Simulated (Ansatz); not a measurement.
# CdHgC₄Se₄N₄: gradients before and after relaxing the atoms

Start: a measured structure from the Crystallography Open Database (COD), taken as it stands.

Space group I-4 (No. 82); a = 11.6495, c = 4.5128 Å.

| site | Wyckoff | site symmetry | x | y | z |
| --- | --- | --- | --- | --- | --- |
| Cd | 2a | -4.. | 0.0000 | 0.0000 | 0.0000 |
| Hg | 2d | -4.. | 0.0000 | 0.5000 | 0.7500 |
| C | 8g | 1 | 0.0814 | 0.7729 | 0.6230 |
| Se | 8g | 1 | 0.1288 | 0.6434 | 0.4312 |
| N | 8g | 1 | 0.0551 | 0.8533 | 0.7340 |

One atom of each set is listed; the run and its k-mesh use a cell of 14 atoms with edges of 8.54, 8.54, 8.54 Å.

Method: Kohn–Sham DFT in Ansatz, PBE, plane waves and PAW, scalar-relativistic, 420 eV cutoff, Γ-centred 7×7×7 k-points, Fermi–Dirac smearing 0.02 eV.

The largest force at the start is 8.6 eV/Å. Relaxing the ions at fixed cell moves them by 0.063 Å at most (atom 6, C) and 0.048 Å rms.

```
site  moved (Å)                         first shell before                          first shell after  V_zz before (10²¹ V/m²)  η before
  Cd      0.000                              4 N at 2.18 Å                              4 N at 2.17 Å                     2.09      0.00
  Hg      0.000                             4 Se at 2.67 Å                             4 Se at 2.71 Å                     6.20      0.00
   C      0.063  1 N at 1.11 Å, 1 Se at 1.82 Å, angle 178°  1 N at 1.17 Å, 1 Se at 1.80 Å, angle 179°                    -3.42      0.04
  Se      0.059                              1 C at 1.82 Å                              1 C at 1.80 Å                     55.7      0.59
   N      0.021  1 C at 1.11 Å, 1 Cd at 2.18 Å, angle 173°  1 C at 1.17 Å, 1 Cd at 2.17 Å, angle 174°                    -4.28      0.31
```

**Question.** What are V_zz and η after the relaxation?

**Answer.** 

```tsv
site	V_zz after	η after	change of V_zz
Cd	1.98	0.00	-0.11
Hg	4.49	0.00	-1.71
C	-3.07	0.04	+0.35
Se	51.8	0.65	-3.95
N	-2.94	0.56	+1.34
```

The largest change of V_zz is on Se, from 55.7 to 51.8. In per cent, |V_zz| changes by -5 on Cd, -28 on Hg, -10 on C, -7 on Se, -31 on N (all sites that start above 0.5). Where |V_zz| stays above 0.1, η moves most on N, from 0.31 to 0.56. Forces this large mark an entry whose positions are poorly determined or wrongly transcribed.

Spin–orbit coupling is left out, which shifts gradients on Hg by a few per cent, and by more where contributions nearly cancel. The database entry as given showed forces above 3 eV/Å or a pressure above 30 GPa, though relaxing it moves no atom far.
